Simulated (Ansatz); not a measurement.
# Sr2InN2: field gradients at two levels of theory

Cell: a computed structure from the Materials Project (it need not be an observed phase).

Space group Cmce (No. 64); a = 5.3934, b = 12.0241, c = 12.9107 Å.

```
site  Wyckoff  site symmetry       x       y       z
 Sr1       8f            m..  0.0000  0.9628  0.8581
 Sr5       8f            m..  0.0000  0.6410  0.9506
  In       8f            m..  0.0000  0.7632  0.6790
 N13       8f            m..  0.0000  0.9376  0.6391
 N17       8f            m..  0.0000  0.6538  0.5506
```

One atom of each set is listed; the run and its k-mesh use a cell of 20 atoms with edges of 6.59, 6.59, 12.91 Å.

First run. Computed with Ansatz: DFT, PBE, plane waves and PAW, scalar-relativistic, 420 eV cutoff, Γ-centred 7×7×3 k-points, Fermi–Dirac smearing 0.05 eV.

```tsv
site	V_zz (10²¹ V/m²)	η
Sr1	6.82	0.51
Sr5	6.11	0.95
In	19.04	0.93
N13	4.46	0.17
N17	4.89	0.16
```

Second run. The same atoms and settings, except that the functional is r2SCAN and the cutoff is 500 eV.

Q: Given the first result, estimate the second.

A: 

```
site   V_zz     η  change of V_zz
 Sr1   7.07  0.51           +0.25
 Sr5   6.28  0.93           +0.17
  In  19.45  0.93           +0.41
 N13   4.70  0.17           +0.24
 N17   5.12  0.17           +0.23
```

The largest change of V_zz is on In, from 19.04 to 19.45. In per cent, |V_zz| changes by +3 to +4 on Sr, +2 on In, +5 on N (all sites that start above 2).

The run finds no gap above 0.1 eV (a metal, or nearly one), so the gradients can move by 10 % or more with the k-mesh. Without spin–orbit coupling (the program notes it for In and Sr) the gradients can shift somewhat, as the gap is small.
